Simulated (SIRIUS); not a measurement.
A self-consistent single point of Zr (P6_3/mmc, 2 atoms in the cell; from Materials Project mp-131, changed as shown) with SIRIUS.

All values come from this method and carry its errors: PBE, GBRV PBE ultrasoft pseudopotentials (plane waves; SIRIUS).

The change in words: lattice vector c scaled by 1.02. Reference geometry (P6_3/mmc):
```yaml
crystal:
  lattice:
    - [3.23048, 0.00000, 0.00000]
    - [-1.61524, 2.79768, 0.00000]
    - [0.00000, 0.00000, 5.15825]
  atoms:
    - { symbol: Zr, position: [0.33333, 0.66667, 0.25000] }
    - { symbol: Zr, position: [0.66667, 0.33333, 0.75000] }
```

Reference input (self-consistent single point, DFT, PBE, plane waves, GBRV PBE ultrasoft pseudopotentials): parameters.ngridk = 8 8 6; parameters.xc_functionals = [XC_GGA_X_PBE, XC_GGA_C_PBE]; parameters.gk_cutoff = 6.325 1/bohr; parameters.pw_cutoff = 14.143 1/bohr; parameters.smearing = fermi_dirac; parameters.smearing_width = 0.00367493 Ha; potentials = GBRV PBE ultrasoft pseudopotentials; parameters.electronic_structure_method = pseudopotential; parameters.num_bands = 16; parameters.num_mag_dims = 0; parameters.num_dft_iter = 100; parameters.energy_tol = 1e-07 Ha. This run's input differs from it in these lines:

```diff
@@ -34,3 +34,3 @@
       [-3.052365005, 5.2868508741, 0.0],
-      [0.0, 0.0, 9.747689231]
+      [0.0, 0.0, 9.9426428266]
     ],
@@ -43,4 +43,4 @@
       "Zr": [
-        [-1.6152e-06, 1.8651215992, 1.28956375],
-        [1.6152436152, 0.9325594008, 3.86869125]
+        [-1.6152e-06, 1.8651215992, 1.315355],
+        [1.6152436152, 0.9325594008, 3.946065]
       ]
```

The program printed (abridged):

```
[find] density tolerance         : 1e-06
[find] total energy tolerance    : 1e-07
[find] iter_solver_tol (initial) : 0.01
[find] iter_solver_tol (target)  : 1e-13
[find] num_dft_iter              : 100
Charges and magnetic moments
--------------------------------------------------------------------------------
total charge          : 24.000000
[find] | SCF iteration   0 out of 100|
[diagonalize] iterative solver tolerance (occupied, empty): 0.01 0.01
[diagonalize] average number of iterations: 1
[find] Charges and magnetic moments
[find] total charge          : 24.000000
[find] Energy
[find] smearing (-TS)                 :      -0.00233163
   [... lines left out ...]

[find] Charges and magnetic moments
[find] total charge          : 24.000000
[find] Energy
[find] smearing (-TS)                 :      -0.00270769
[find] Total energy                   :     -99.15113719 (Ha),    -198.30227438 (Ry)
[find] Free energy (E-TS)             :     -99.15384488 (Ha),    -198.30768975 (Ry)
[find] band gap (eV)                  :       0.00000000
[find] Efermi                         :       0.50670165
[find] iteration : 29, RMS (target) : 3.0900e-07 (1.0000e-06) , energy difference (target) : -5.9692e-09 (1.0000e-07)
[find] bands are converged : false
[find] iterative solver converged : false
[find] converged after 30 SCF iterations!
[find] Charges and magnetic moments
[find] total charge          : 24.000000
[find] Energy
[find] smearing (-TS)                 :      -0.00270769
[find] Total energy                   :     -99.15113719 (Ha),    -198.30227438 (Ry)
[find] Free energy (E-TS)             :     -99.15384488 (Ha),    -198.30768975 (Ry)
[find] band gap (eV)                  :       0.00000000
[find] Efermi                         :       0.50670165
[ground_state] === stress tensor components [kbar] ===
[ground_state] === stress_total ===
[ground_state]     8.780890    0.000000   -0.000000
[ground_state]     0.000000    8.780892   -0.000000
[ground_state]    -0.000000   -0.000000   25.193082
[ground_state] ==== total Forces in Ha/bohr =====
[ground_state] atom:    0, force:       0.0000000     -0.0000000     -0.0000000
[ground_state] atom:    1, force:      -0.0000000      0.0000000      0.0000000
```

The run converged in 30 iterations. SIRIUS prints the stress tensor with tension positive. Against the reference run the free energy goes up by 2.7 meV/atom and the pressure goes from 0.49 to -1.43 GPa.

The structure comes from a collection of computed structures, made at another level of theory; the collection holds predicted forms beside known ones. Its lattice was then scaled. No clean gap shows at this smearing width and mesh (spacing up to 0.28 Å⁻¹); the mesh is coarse for partly filled bands, so the values carry mesh errors.

Cost on one core: very roughly 21 core-seconds.
